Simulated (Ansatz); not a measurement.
Li$_{2}$Ga:
```xyz
6
Lattice="2.2465 -4.7251 0.0000 2.2465 4.7251 0.0000 0.0000 0.0000 4.3099" Properties=species:S:1:pos:R:3 pbc="T T T"
Li     2.2465    -0.8281     3.2324
Li     2.2465     0.8281     1.0775
Ga     2.2465    -4.0067     3.2324
Ga     2.2465     4.0067     1.0775
Li     2.2465     2.4653     3.2324
Li     2.2465    -2.4653     1.0775
```

Relaxed with r²SCAN.

Task: Map the electron localisation function on the plane through (0.588, 0.412, 0.750) spanned by u = [0, 0, 1] and v = [1, -1, 0] in lattice vectors, from plane-wave PAW r²SCAN (Ansatz code).

Result: x is the fraction of u, y of v (the angle between them is 90°; rows are the nearest grid lines); atoms in the plane: Li at (0.00, 0.00), Li at (0.50, 0.82), Ga at (0.00, 0.34), Ga at (0.50, 0.49), Li at (0.00, 0.65), Li at (0.50, 0.17).
```
|99920013333333331002999|
|64100012222222221000146|
|00000111100000111100000|
|22222100014641000122222|
|33333100299999200133333|
|22222200015751000222222|
|00011110000000001111000|
|75100123444444432100157|
|99910045667776654001999|
|53000355544444555300035|
|00003554333233345530000|
|23345433200000233454332|
|44455432100300123455444|
|22234543221112234543222|
|11223454322222345432211|
|30012345544444554321003|
|00023345433233454332000|
|23334553000000035543332|
|34455530003530003555443|
|77665410199999101456677|
|44443210015751001234444|
|00000111100000111100000|
|65100022222222222000156|
|99920013333333331002999|
```
Scale: ten equal steps from 0.006 (start of '0') to 1.00 (end of '9'), in the order '0123456789'; x runs from 0.000 to 1.00, y from 0.000 (bottom) to 1.00 (top).

The density is the valence pseudo-density with augmentation charge, so density and ELF within about 1 Å of a nucleus are not all-electron values.

Space group Cmcm. The workflow started from an entry of the Crystallography Open Database (COD). Its standing as an ambient phase is unchecked. The cell was relaxed with r²SCAN under the symmetry of its start; whether a distortion lowers the energy is not shown.

Potentials: the later of the program's two PAW sets.
